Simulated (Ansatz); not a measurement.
Polymorphs of MoSe₂, each relaxed with PBE in the plane-wave PAW code Ansatz:

A: fluorite or antifluorite type (Fm-3m), a = b = c = 6.2000 Å, α = β = γ = 90.00°

B: P6_3/mmc, a = 3.3205 Å, b = 3.3205 Å, c = 15.1507 Å, α = 90.00°, β = 90.00°, γ = 120.00°

C: R-3m, a = 3.2884 Å, b = 3.2884 Å, c = 20.8327 Å, α = 90.00°, β = 90.00°, γ = 120.00°

D: Pnnm, a = 5.5918 Å, b = 6.3578 Å, c = 3.2959 Å, α = β = γ = 90.00°

Q: Put the candidates in order of energy per atom at 0 K, lowest first, for PBE.

A: B (+0 meV/atom), C (+231 meV/atom), D (+337 meV/atom), A (+701 meV/atom)

Q: Give each one's gap.

A: A no gap; B 1.42 eV; C no gap; D no gap.

Constructed cells (a structure type filled with these elements, in neither database checked): A; C; D. Not the usual ambient phase: A; C; D. Relaxed far from the usual cell of the phase: B. Weakly bound layers, chains or molecules computed without a dispersion correction, so cells and soft constants are ill determined: B; C. All cells were relaxed under the symmetry of their starts (and spin orders); stability against distortions was not tested throughout. Rows with no word on spin ran without spin polarisation. Scalar-relativistic: spin–orbit coupling is off unless named, which matters more the heavier the elements.

Energies hold the estimated change up to a 700 eV cutoff; steps of a few meV lie near the error of the meshes.

Potentials: the later of the program's two PAW sets.
